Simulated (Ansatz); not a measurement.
# YRh₂: do energies and stresses tell the same story?

Theory: DFT PBEsol, scalar-relativistic, plane waves, PAW (Ansatz).

Plane waves to 420 eV, a k mesh through Γ of 8×8×8 on the computed 6-atom cell and Gaussian smearing (0.10 eV); no spin polarisation.

Relaxed cell: Fd-3m, a = 7.444 Å, b = 7.444 Å, c = 7.444 Å, α = 90.00°, β = 90.00°, γ = 90.00°, 6 atoms in the primitive cell. Whether it is the stable form of this composition wasn't checked.

Energies at zero smearing and pressures from the stress tensor, at volumes with shape and atoms relaxed:
| V (Å³/atom) | E − E(first) (meV/atom) | P (GPa) |
| --- | --- | --- |
| 15.122 | 0.00 | 29.58 |
| 15.637 | -79.71 | 20.23 |
| 16.153 | -131.72 | 12.33 |
| 16.668 | -160.31 | 5.66 |
| 17.184 | -169.12 | 0.01 |
| 17.699 | -161.19 | -4.76 |
| 18.215 | -139.14 | -8.79 |
| 18.902 | -91.49 | -13.20 |

Problem. Check P = −dE/dV between neighbouring volumes, and get the bulk modulus from the pressures alone.

Solution. With 1 eV/Å³ = 160.2 GPa:
| middle V (Å³/atom) | −ΔE/ΔV (GPa) | mean P (GPa) |
| --- | --- | --- |
| 15.380 | 24.775 | 24.909 |
| 15.895 | 16.164 | 16.283 |
| 16.411 | 8.886 | 8.994 |
| 16.926 | 2.738 | 2.833 |
| 17.442 | -2.466 | -2.375 |
| 17.957 | -6.854 | -6.777 |
| 18.559 | -11.106 | -10.997 |

The two differ by 0.13 GPa at most. The mean of two end pressures misses the average over a step by about ΔV² P″/12, up to 0.13 GPa here; with that taken off 0.02 GPa remains. Around V = 17.184 Å³/atom, the two neighbours give B = −V ΔP/ΔV = 17.184 × 10.42 / 1.031 = 173.6 GPa, against B0 = 172.7 GPa from the Birch–Murnaghan fit of the energies.

Cost: 9 runs of about 1 core-minutes in all, on AMD EPYC 9R45 (Zen 5) (shared hosts).